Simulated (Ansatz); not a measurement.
**NbBr3: one input, then a changed one**

The structure comes from a relaxation in the same program, started in the ReO3 type, and has space group Pm-3m. Whether it is a known phase or the ground state wasn't checked.

First run: DFT, r2SCAN, all-electron PAW with datasets made for the crystal, scalar-relativistic (Ansatz 0.2.0).

Command: `ansatz run input.yaml --threads 1 --pin off --max-ram 3072MiB --backend cpu --events-out ev --progress --plain --runs-dir out` The run took 110 s on 1 thread of Arm Neoverse V2, on a shared host, peak memory 1.3 GiB.

```yaml
crystal:
  lattice:
    - [5.1710013081, 0.0, 0.0]
    - [0.0, 5.1710013081, 0.0]
    - [0.0, 0.0, 5.1710013081]
  atoms:
    - { symbol: Nb, position: [0.0, 0.0, 0.0] }
    - { symbol: Br, position: [0.5, 0.0, 0.0] }
    - { symbol: Br, position: [0.0, 0.5, 0.0] }
    - { symbol: Br, position: [0.0, 0.0, 0.5] }
kpoints:
  mp_grid: { grid: [7, 7, 7] }
  band_path:
    path:
      - [0.0, 0.0, 0.0]
      - [0.0, 0.5, 0.0]
      - [0.5, 0.5, 0.0]
      - [0.0, 0.0, 0.0]
      - [0.5, 0.5, 0.5]
      - [0.0, 0.5, 0.0]
      - [0.5, 0.5, 0.5]
      - [0.5, 0.5, 0.0]
    npoints: 8
scf:
  occupations: { method: fermi_dirac, width: 0.08 }
hamiltonian:
  xc: r2scan
  pseudopotentials: { kind: all_electron, datasets: crystal }
output:
  forces: true
  stress: true
  eigenvalues: true
  efg: { contact_densities: true }
```

Result: converged; pressure -0.01 GPa; no gap on the k mesh; 9 SCF iterations.

A second input differs as follows:

```diff
@@ -24,4 +24,5 @@
 scf:
   occupations: { method: fermi_dirac, width: 0.08 }
+  max_iter: 100
 hamiltonian:
   xc: r2scan
@@ -32,3 +33,4 @@
   eigenvalues: true
   efg: { contact_densities: true }
+total_charge: 0.5
```

**Question.** What is wrong with it, and what does the program do?

**Answer.** The fault is a charge that the system can't hold (a charged periodic cell is solved on a neutralising background, which makes energy and pressure unphysical). The run converged; pressure -1.23 GPa; 10 SCF iterations. Such numbers aren't properties of the crystal. The log ends:
```
            electrostatic potential = -4904.987284 V   contact ρ = 292861.738948 e/Å³
--- Band table (eV; the first three rows and the last of 20) ---
  k-point 0: bands = ["-57.3179", "-57.3163", "-57.3163", "-57.2777", "-57.2777", "-57.2777", "-57.2772", "-57.2772", "-57.2772", "-57.1928", "-57.1928", "-57.1926", "-57.1925", "-57.1925", "-57.1925", "-53.1998", "-28.5125", "-28.5125", "-28.5125", "-11.3884", "-10.7361", "-10.7361", "0.3079", "0.3079", "0.3079", "2.5171", "2.5171", "2.5171", "2.7303", "2.7303", "2.7303", "4.3832", "4.3832", "4.3832", "5.6533", "5.6533", "9.4387"]
  k-point 1: bands = ["-57.3178", "-57.3163", "-57.3163", "-57.2777", "-57.2777", "-57.2777", "-57.2773", "-57.2773", "-57.2772", "-57.1928", "-57.1928", "-57.1926", "-57.1925", "-57.1925", "-57.1925", "-53.1999", "-28.5137", "-28.5124", "-28.5124", "-11.3484", "-10.7351", "-10.7282", "0.0629", "0.3429", "0.3429", "2.2998", "2.2998", "2.3822", "2.4850", "2.6662", "2.6662", "4.3867", "4.7512", "4.7512", "5.6541", "6.1727", "9.8423"]
  k-point 2: bands = ["-57.3176", "-57.3164", "-57.3163", "-57.2777", "-57.2776", "-57.2776", "-57.2773", "-57.2773", "-57.2772", "-57.1928", "-57.1927", "-57.1926", "-57.1925", "-57.1925", "-57.1925", "-53.2002", "-28.5165", "-28.5123", "-28.5123", "-11.2592", "-10.7327", "-10.7065", "-0.4940", "0.4405", "0.4405", "1.8438", "1.8438", "1.9537", "2.4146", "2.6530", "2.6530", "4.3946", "5.4188", "5.4188", "5.6558", "6.8474", "10.7821"]
  k-point 19: bands = ["-57.3165", "-57.3165", "-57.3165", "-57.2775", "-57.2775", "-57.2775", "-57.2774", "-57.2774", "-57.2774", "-57.1927", "-57.1927", "-57.1927", "-57.1926", "-57.1925", "-57.1925", "-53.2015", "-28.5182", "-28.5182", "-28.5182", "-10.7024", "-10.6652", "-10.6652", "-1.6066", "-0.5871", "-0.5871", "0.3900", "0.4033", "0.4033", "3.3458", "3.3458", "3.3786", "6.3794", "6.4050", "6.4050", "9.9650", "9.9650", "10.7800"]
```
